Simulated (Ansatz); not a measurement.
## TiO₂: a jump of Li

These are results of Ansatz 0.2.0, DFT r2SCAN, scalar-relativistic, plane waves, PAW, not measurements. (500 eV cutoff, 2×2×2 k-mesh, Gaussian smearing of 0.02 eV, no spin polarisation)

Host crystal, relaxed:

```cif
data_structure
_symmetry_space_group_name_H-M 'P 1'
_symmetry_Int_Tables_number 1
_cell_length_a 4.5964
_cell_length_b 4.5964
_cell_length_c 2.9541
_cell_angle_alpha 90.000
_cell_angle_beta 90.000
_cell_angle_gamma 90.000
_cell_volume 62.41
loop_
_atom_site_label
_atom_site_type_symbol
_atom_site_fract_x
_atom_site_fract_y
_atom_site_fract_z
_atom_site_occupancy
Ti1 Ti 0.50000 0.50000 0.00000 1
Ti2 Ti 0.00000 0.00000 0.50000 1
O1 O 0.69536 0.69536 0.50000 1
O2 O 0.80464 0.19536 0.00000 1
O3 O 0.19536 0.80464 0.00000 1
O4 O 0.30464 0.30464 0.50000 1
```

In a supercell of 24 host sites with charge +1, interstitial Li hops to an equivalent place, moving 1.40 Å between the relaxed ends. Climbing-image nudged elastic band at fixed cell with images 0 (start) to 6 (end), the path measured over all atoms, converged to 0.05 eV/Å; the order of the saddle wasn't checked, and the small cell leaves errors of about a tenth of an eV. At the top the atom squeezes straight between two others, where symmetry can hold a band on a ridge, so a bent path, such as one by way of a neighbouring hole, may have a much lower barrier.

Supercell rows in host cell vectors: 1 -1 0; -1 -1 0; 0 1 -2. Li was set at (0.000, 0.500, 0.250) of the host cell.

At the relaxed start Li has 2 O at 1.81 Å, 2 O at 1.82 Å.

Problem. What barrier does the band give, and what surrounds the atom at the top?

Solution. 0.05 eV at image 3, where Li has 2 O at 1.79 Å, 4 O at 2.10 Å, 2 Ti at 2.53 Å.

Cost: 1 run of about 32 core-minutes, on Intel Xeon Platinum 8259CL (Skylake/Cascade Lake) (shared hosts).